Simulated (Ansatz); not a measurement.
**Profile along the I–Cu line in CuI (zinc blende)**

CuI (zinc blende), conventional cell a = 6.0230 Å, b = 6.0230 Å, c = 6.0230 Å, α = 90.00°, β = 90.00°, γ = 90.00°. The calculation uses the primitive cell of 2 atoms, to which meshes and values per cell refer.

Fields along a shortest I–Cu line of a {110} plane (2.61 Å), from I to Cu, interpolated on the slice's grid (step about 0.3 Å). The numbers are results of r2SCAN (plane waves to 500 eV, PAW, scalar-relativistic; Ansatz, a first-principles code), not measurements. k mesh 10×10×10. Inside the PAW spheres the values are not all-electron values, and peaks at nuclei hang on which shells count as valence. CuI is run without spin polarisation. CuI was relaxed with its symmetry unable to fall. Spin-orbit coupling is left out, though I is heavy.

```
distance from I (Å)  valence electron density (e/Å³)  electron localisation function
-------------------  -------------------------------  ------------------------------
0.00                                           18.24                               x
0.26                                           15.69                               x
0.52                                            5.97                            0.34
0.78                                            1.27                            0.60
1.04                                            0.69                            0.69
1.30                                            0.42                            0.54
1.57                                            0.39                            0.16
1.83                                            1.11                            0.16
2.09                                            7.12                            0.34
2.35                                           36.57                               x
2.61                                           70.89                               x
```

x: too close to a nucleus for the ELF to mean much.

Density on the I–Cu line (2.61 Å) at its density minimum, 1.5 Å from I: 0.37 e/Å³. ELF at that point: 0.2. ELF maximum in the middle third of the I–Cu line: 0.70, 1.1 Å from I.
